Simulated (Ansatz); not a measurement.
The relaxed structure here is a generated cell of HfSiO4: the first start was made by a random draw of sites in a space group, and the end was not matched to a known phase here, so it may be hypothetical.

A relaxed structure of HfSiO₄. Space group P6mm (No. 183). These are PBE (plane waves to 420 eV, PAW, scalar-relativistic; Ansatz, a quantum-chemistry and plane-wave program) values and carry that method's errors.

```xyz
6
Lattice="4.2472 0.0000 0.0000 -2.1236 3.6782 0.0000 0.0000 0.0000 6.9172" Properties=species:S:1:pos:R:3 pbc="T T T"
Hf     0.0000     0.0000     0.4206
O      1.0618     1.8391     0.1587
O     -1.0618     1.8391     0.1587
O      2.1236     0.0000     0.1587
O      0.0000     0.0000     2.4920
Si     0.0000     0.0000     4.0629
```

**Question.** What magnetic moment does PBE give?

**Answer.** Net 0.09 μB/atom, ferromagnetic.

Spin state reached: ferromagnetic (net 0.09 μB/atom); other spin orders were not run from this start. The d or f electrons are treated with no Hubbard U.

The run could not lose the symmetry of its start: the end is stationary, and may be a saddle point rather than a minimum.
